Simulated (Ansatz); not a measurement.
Input, command and steps of an Ansatz relaxation.

```yaml
crystal:
  lattice:
    - [4.8127915206, 0.0, 0.0]
    - [-2.4063957603, 4.16799972, 0.0]
    - [0.0, 0.0, 5.196535695]
  atoms:
    - { symbol: Rb, position: [0.3333333333, 0.6666666667, 0.5] }
    - { symbol: Rb, position: [0.6666666667, 0.3333333333, 0.5] }
    - { symbol: Tl, position: [0.0, 0.0, 0.0] }
basis:
  ecutwfc: 420
kpoints:
  mp_grid: { grid: [6, 6, 4] }
hamiltonian:
  xc: pbe
scf:
  occupations: { method: gaussian, width: 0.1 }
  lower_state_search: "off"
output:
  forces: true
  stress: true
  eigenvalues: true
relax:
  adjacent_minimum: "off"
  f_tol: 0.04
  max_steps: 70
  cell: { stress_tol: 0.4 }
```

```bash
ansatz run input.yaml --threads 1 --pin off --max-ram 2560MiB --backend cpu --events-out ev --progress --plain --runs-dir out
```

All numbers below come from Ansatz, DFT PBE, scalar-relativistic, plane waves, PAW.

Of 14 frames 10 are shown, positions in Å and forces in eV/Å; the SCF threshold varies from step to step. Steps run on the plane waves of an earlier cell, with a Pulay correction in the pressure. The basis is chosen afresh for the last frame, the zero of the energies, and at times for earlier ones too; energy and pressure step there, also at an unchanged geometry. Here that happened at step 10 (-62 meV/atom, 1.9 GPa); the frames before carry an error of that size.

```xyz
3
Lattice="4.8128 0.0000 0.0000 -2.4064 4.1680 0.0000 0.0000 0.0000 5.1965" Properties=species:S:1:pos:R:3:forces:R:3 pbc="T T T" step=1 free_energy_over_end_meV_per_atom=755.87 pressure_GPa=8.95
Rb    0.0000    2.7787    2.5983    0.0000    0.0000    0.0000
Rb    2.4064    1.3893    2.5983    0.0000    0.0000    0.0000
Tl    0.0000    0.0000    0.0000    0.0000    0.0000    0.0000
3
Lattice="5.0474 0.0000 0.0000 -2.5237 4.3712 0.0000 0.0000 0.0000 5.1773" Properties=species:S:1:pos:R:3:forces:R:3 pbc="T T T" step=2 free_energy_over_end_meV_per_atom=532.58 pressure_GPa=5.46
Rb    0.0000    2.9141    2.5886    0.0000    0.0000    0.0000
Rb    2.5237    1.4571    2.5886    0.0000    0.0000    0.0000
Tl    0.0000    0.0000    0.0000    0.0000    0.0000    0.0000
3
Lattice="5.5196 0.0000 0.0000 -2.7598 4.7801 0.0000 0.0000 0.0000 5.0963" Properties=species:S:1:pos:R:3:forces:R:3 pbc="T T T" step=4 free_energy_over_end_meV_per_atom=287.27 pressure_GPa=1.96
Rb    0.0000    3.1868    2.5481    0.0000    0.0000    0.0000
Rb    2.7598    1.5934    2.5481    0.0000    0.0000    0.0000
Tl    0.0000    0.0000    0.0000    0.0000    0.0000    0.0000
3
Lattice="5.7468 0.0000 0.0000 -2.8734 4.9769 0.0000 0.0000 0.0000 4.8364" Properties=species:S:1:pos:R:3:forces:R:3 pbc="T T T" step=5 free_energy_over_end_meV_per_atom=215.48 pressure_GPa=1.27
Rb    0.0000    3.3179    2.4182    0.0000    0.0000    0.0000
Rb    2.8734    1.6590    2.4182    0.0000    0.0000    0.0000
Tl    0.0000    0.0000    0.0000    0.0000    0.0000    0.0000
3
Lattice="6.1160 0.0000 0.0000 -3.0580 5.2966 0.0000 0.0000 0.0000 4.3293" Properties=species:S:1:pos:R:3:forces:R:3 pbc="T T T" step=7 free_energy_over_end_meV_per_atom=143.15 pressure_GPa=-0.26
Rb    0.0000    3.5311    2.1647    0.0000    0.0000    0.0000
Rb    3.0580    1.7655    2.1647    0.0000    0.0000    0.0000
Tl    0.0000    0.0000    0.0000    0.0000    0.0000    0.0000
3
Lattice="6.1814 0.0000 0.0000 -3.0907 5.3532 0.0000 0.0000 0.0000 4.0763" Properties=species:S:1:pos:R:3:forces:R:3 pbc="T T T" step=8 free_energy_over_end_meV_per_atom=132.39 pressure_GPa=-0.45
Rb    0.0000    3.5688    2.0381    0.0000    0.0000    0.0000
Rb    3.0907    1.7844    2.0381    0.0000    0.0000    0.0000
Tl    0.0000    0.0000    0.0000    0.0000    0.0000    0.0000
3
Lattice="6.2043 0.0000 0.0000 -3.1022 5.3731 0.0000 0.0000 0.0000 3.8232" Properties=species:S:1:pos:R:3:forces:R:3 pbc="T T T" step=10 free_energy_over_end_meV_per_atom=62.85 pressure_GPa=1.75
Rb    0.0000    3.5821    1.9116    0.0000    0.0000    0.0000
Rb    3.1022    1.7910    1.9116    0.0000    0.0000    0.0000
Tl    0.0000    0.0000    0.0000    0.0000    0.0000    0.0000
3
Lattice="6.4363 0.0000 0.0000 -3.2182 5.5740 0.0000 0.0000 0.0000 3.7467" Properties=species:S:1:pos:R:3:forces:R:3 pbc="T T T" step=11 free_energy_over_end_meV_per_atom=24.65 pressure_GPa=1.11
Rb    0.0000    3.7160    1.8734    0.0000    0.0000    0.0000
Rb    3.2182    1.8580    1.8734    0.0000    0.0000    0.0000
Tl    0.0000    0.0000    0.0000    0.0000    0.0000    0.0000
3
Lattice="6.8043 0.0000 0.0000 -3.4022 5.8927 0.0000 0.0000 0.0000 3.8545" Properties=species:S:1:pos:R:3:forces:R:3 pbc="T T T" step=13 free_energy_over_end_meV_per_atom=0.35 pressure_GPa=0.01
Rb    0.0000    3.9285    1.9272    0.0000    0.0000    0.0000
Rb    3.4022    1.9642    1.9272    0.0000    0.0000    0.0000
Tl    0.0000    0.0000    0.0000    0.0000    0.0000    0.0000
3
Lattice="6.8043 0.0000 0.0000 -3.4022 5.8927 0.0000 0.0000 0.0000 3.8545" Properties=species:S:1:pos:R:3:forces:R:3 pbc="T T T" step=14 free_energy_over_end_meV_per_atom=0.00 pressure_GPa=0.01
Rb    0.0000    3.9285    1.9272    0.0000    0.0000    0.0000
Rb    3.4022    1.9642    1.9272    0.0000    0.0000    0.0000
Tl    0.0000    0.0000    0.0000    0.0000    0.0000    0.0000
```

The start puts this composition into another compound's structure type, which needn't suit it. The cell swells from 34.7 to 51.5 Å³ an atom, so the end can be far from any stable crystal. At the end the space group is P6/mmm (tolerance 0.05 Å).

Time: 47 s on 1 thread of Arm Neoverse V1, with other jobs on the host, peak memory 0.39 GiB.

The k mesh is coarse. Spin–orbit coupling is left out, which can shift energies with elements as heavy as these.